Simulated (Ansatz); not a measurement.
Given:

Relaxed Mo (bcc, W type):

```xyz
2
Lattice="-3.1607 3.1607 3.1607 1.5804 -1.5804 1.5804 1.5804 1.5804 -1.5804" Properties=species:S:1:pos:R:3 pbc="T T T"
Mo     0.0000     0.0000     0.0000
Mo    -1.5804     1.5804     1.5804
```

In this cell atom 1 (Mo, nearest neighbour Mo at 2.737 Å; its periodic images, 2.7 Å or more away, move with it) is moved by s along Cartesian [110], unit vector (0.707, 0.707, 0.000); all other atoms and the cell stay fixed.

Calculation: PBE (plane waves to 420 eV, PAW, scalar-relativistic; Ansatz, a program for electronic structure). k mesh 17×17×17 (Γ-centred), Fermi-Dirac smearing 0.05 eV. The energy includes the smearing's −TS. With partly filled bands, energies and forces of such displacements shift with the k mesh and the smearing. Mo is run without spin polarisation. Mo was relaxed with its symmetry unable to fall. ΔE is measured from the undisplaced structure.

The scan covers s from -0.270 to 0.270 Å in 11 points.

**Question.** Is the energy the same for equal positive and negative displacements?

**Answer.** Even: the same for both signs. With its periodic images moving along, the atom's site symmetry in this cell is mmm.

**Question.** What is the force constant k = d²E/ds² of this move at s = 0?

**Answer.** 6.34 eV/Å².

(For displaced atoms, the force is minus the slope of the energy, and its curvature is a force constant, which sets phonon frequencies.)
